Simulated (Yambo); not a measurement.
**Optical response of Cs$_{2}$NaScF$_{6}$**

```xyz
10
Lattice="0.0000 4.4965 4.4965 4.4965 0.0000 4.4965 4.4965 4.4965 0.0000" Properties=species:S:1:pos:R:3 pbc="T T T"
F      2.0554     4.4965     4.4965
F      6.9375     4.4965     4.4965
F      4.4965     2.0554     4.4965
F      4.4965     6.9375     4.4965
F      4.4965     4.4965     2.0554
F      4.4965     4.4965     6.9375
Na     4.4965     4.4965     4.4965
Sc     0.0000     0.0000     0.0000
Cs     6.7447     6.7447     6.7447
Cs     2.2482     2.2482     2.2482
```

Yambo, RPA with local fields on PBEsol bands; 4×4×4 mesh, 146 bands, 3 Ry local-field block, 0.2 eV broadening; field along x.

```
E (eV)  Im ε  Re ε  Im ε, independent particles
------  ----  ----  ---------------------------
0.0     0.00  2.24                         0.00
0.4     0.00  2.24                         0.00
0.8     0.00  2.24                         0.00
1.1     0.00  2.25                         0.01
1.5     0.01  2.26                         0.01
1.9     0.01  2.27                         0.01
2.2     0.01  2.29                         0.01
2.6     0.01  2.30                         0.01
3.0     0.01  2.33                         0.02
3.4     0.02  2.35                         0.02
3.8     0.02  2.39                         0.03
4.1     0.02  2.42                         0.03
4.5     0.03  2.47                         0.04
4.9     0.03  2.53                         0.05
5.2     0.04  2.59                         0.06
5.6     0.05  2.68                         0.08
6.0     0.07  2.79                         0.12
6.4     0.10  2.95                         0.19
6.8     0.19  3.18                         0.46
7.1     0.48  3.49                         1.63
7.5     1.19  3.65                         1.72
7.9     1.33  2.77                         1.16
8.2     0.97  3.00                         0.98
8.6     1.34  3.27                         1.55
9.0     1.79  3.38                         2.18
9.4     2.30  2.83                         2.78
9.8     2.72  2.58                         3.14
10.1    2.65  1.41                         2.69
10.5    2.01  1.33                         1.94
10.9    1.84  1.18                         1.85
11.2    1.48  1.20                         1.52
11.6    1.60  1.30                         1.74
12.0    1.34  1.12                         1.64
12.4    1.28  1.19                         1.98
12.8    1.12  1.12                         2.12
13.1    0.93  1.29                         2.12
13.5    1.01  1.52                         2.74
13.9    1.17  1.49                         2.73
14.2    1.26  1.46                         3.00
14.6    1.17  1.24                         2.62
15.0    1.02  1.43                         3.28
15.4    1.04  1.60                         3.39
15.8    1.25  1.79                         2.39
16.1    1.75  1.74                         1.83
16.5    2.10  1.67                         1.06
16.9    1.96  0.32                         0.96
17.2    1.26  0.59                         1.01
17.6    1.16  0.81                         1.26
18.0    1.40  0.80                         1.03
18.4    1.40  0.78                         0.85
18.8    1.19  0.28                         0.62
19.1    0.82  0.49                         0.60
19.5    0.77  0.69                         0.65
19.9    0.79  0.86                         0.66
```

Peak heights and small wiggles depend on the k mesh. Convergence of the RPA response with its 4×4×4 mesh was not tested. No excitonic effects at this level.

Geometry of the Materials Project entry, not relaxed at this level.

The structure is a Materials Project entry; no match was found in the copy of COD used, and its stability was not checked.
